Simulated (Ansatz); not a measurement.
Two-dimensional strain map in Sn

Computed with DFT PBEsol+D3(BJ), scalar-relativistic, plane waves, PAW in Ansatz 0.2.0. Settings: plane waves to 420 eV, k-mesh 18×18×18 (Γ-centred), Gaussian smearing 0.15 eV. No spin polarisation. Energies are free energies at this smearing, counted from the undisturbed cell; pressure is positive in compression.

Reference structure (as given, not relaxed at this level; it stands at -4.3 GPa; this bcc form isn't the usual structure):

```
Sn
1.0
    -1.89465    1.89465    1.89465
     1.89465   -1.89465    1.89465
     1.89465    1.89465   -1.89465
Sn
1
Direct
  0.00000 0.00000 0.00000
```

The cell is strained by p along both x and y and by q along z, fractional coordinates fixed. Points are written (p, q).

Energy above the undisturbed cell in meV/atom (a dash: not computed):

```csv
p \ q,-0.080,-0.040,0.000,0.040,0.080
-0.080,123.7,?,0.4,-25.4,-33.5
-0.040,-0.8,-24.7,?,-29.5,-10.3
0.000,-38.7,-26.2,0.0,32.5,73.1
0.040,?,26.6,77.6,?,181.3
0.080,57.5,117.0,176.4,201.8,266.6
```

Q: Fill in the withheld energies.

A: (-0.080, -0.040): 49.9; (-0.040, 0.000): -34.3; (0.040, -0.080): -12.7; (0.040, 0.040): 134.3.

Cost: 25 runs of about 6.7 core-minutes in all, on Intel Xeon Processor @ 2.50GHz (Skylake/Cascade Lake) (shared hosts).